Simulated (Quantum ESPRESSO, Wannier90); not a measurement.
# Wannier functions of InTe (rock salt)

```xyz
2
Lattice="0.0000 3.1198 3.1198 3.1198 0.0000 3.1198 3.1198 3.1198 0.0000" Properties=species:S:1:pos:R:3 pbc="T T T"
In     0.0000     0.0000     0.0000
Te     3.1198     3.1198     3.1198
```

Materials Project entry mp-2597; symmetrised, unrelaxed at this level. COD (Crystallography Open Database) has an entry of this formula and space group (matched by these alone). Computed values, not measurements, from PBEsol: Quantum ESPRESSO (norm-conserving PseudoDojo potentials, cutoff 66 Ry, no spin polarisation, no spin-orbit coupling) on a Γ-centred 8×8×8 mesh, then Wannier90. Density: 8×8×8 mesh, cold smearing 0.01 Ry. Spin-orbit coupling is left out although heavy elements are present.

A tight-binding model is made by disentanglement and projection with no localisation steps (num_iter = 0), so the 8 orbitals stay atom-like: hydrogen-like In: s;p; Te: s;p, axes along x, y, z; frozen window up to 1.50 eV relative to the Fermi level. It follows pw.x to 4.1 meV rms for states up to 1.0 eV relative to the Fermi level. Matrix elements depend on this choice of orbitals and windows.

Q: What are the on-site energies relative to the Fermi level, and how fast do the hoppings decay?

A: 
| atom | orbitals | energy (eV) |
|---|---|---|
| In1 | s | -3.52 |
| In1 | pz px py | 2.45 |
| Te2 | s | -10.28 |
| Te2 | pz px py | -0.99 |

```tsv
distance of the centres (Å)	largest modulus (eV)
3–4	2.1
4–5	0.18
5–6	0.0050
6–7	0.47
7–8	0.0029
8–9	0.0074
9–10	0.080
10–11	0.0036
11–12	0.0029
12–13	0.023
```
